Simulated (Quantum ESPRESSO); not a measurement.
# Planted mistakes on one cell of Si2GaO5F

The results below are calculated, not measured. They come from pw.x of Quantum ESPRESSO 7.5, a plane-wave density functional program, with PseudoDojo standard norm-conserving files (v0.5 for PBE, v0.4.1 for LDA and PBEsol). The cells are made up: elements, strain and atom displacements were drawn at random, and nothing was relaxed. There is no spin polarisation, spin-orbit coupling or dispersion term.

The cell has 9 sites of a quartz lattice. Sites 1 to 3 hold Si Si Ga; sites 4 to 9 hold O O O F O O. Cell vectors in Å: (5.065, -0.041, 0.019); (-2.568, 4.434, -0.087); (0.021, -0.098, 5.510). Settings: PBE, cutoff 1143 eV, 5 x 5 x 4 k mesh shifted by half a step, Fermi-Dirac smearing of 0.025 eV.

The intended run has a self-consistency threshold of 1e-07 eV, a smearing term of 0.000 eV, a pressure of 13.95 GPa and 11 iterations. Each further run changes one thing: all lengths scaled by 1.0182; atoms of sites 1 and 3 exchanged; cutoff 688 eV; files of LDA; one electron removed; smearing 0.55 eV; threshold 0.5 eV. A coarse mesh keeps the shift, and a charged cell sits in a uniform background.

```
run  change of free energy (eV)  smearing term -TS (eV)  change of P (GPa)  largest change of a force component (eV/Å)  iterations
  A                      -0.030                  -0.173               0.31                                       0.081          12
  B                       0.025                   0.000               3.17                                       0.371           4
  C                       2.375                   0.000               4.00                                      13.441          13
  D                      -0.391                   0.000              -9.25                                       1.794          11
  E                       9.352                   0.000             -73.96                                       0.194          11
  F                       6.490                   0.000              -8.51                                       0.936          11
  G                      -2.531                  -0.025             -11.98                                       1.566          17
```

A rerun of the intended cell at 1437 eV and k mesh 7 x 7 x 6 moved values by no more than 0.003 eV in the cell's energy, 0.02 GPa in stress and 0.003 eV/Å in force.

Question: which change belongs to which run?

## Worked reading

Run B has the fewest iterations, as a run stopped early does. Run A has the largest smearing term, as wide smearing gives. Run E has a higher energy and the largest fall in pressure, as too small a basis gives. Run D changes the volume by a factor of 1.0556; minus its pressure change over the logarithm of that factor, 171 GPa, is a rough bulk modulus with clamped atoms. Energies from files of another functional, or of a charged cell, have another zero and say nothing on stability; the pressure of a charged cell rests on the program's zero of potential too.

## Key

```
run                            change
  A                  smearing 0.55 eV
  B                  threshold 0.5 eV
  C  atoms of sites 1 and 3 exchanged
  D      all lengths scaled by 1.0182
  E                     cutoff 688 eV
  F                      files of LDA
  G              one electron removed
```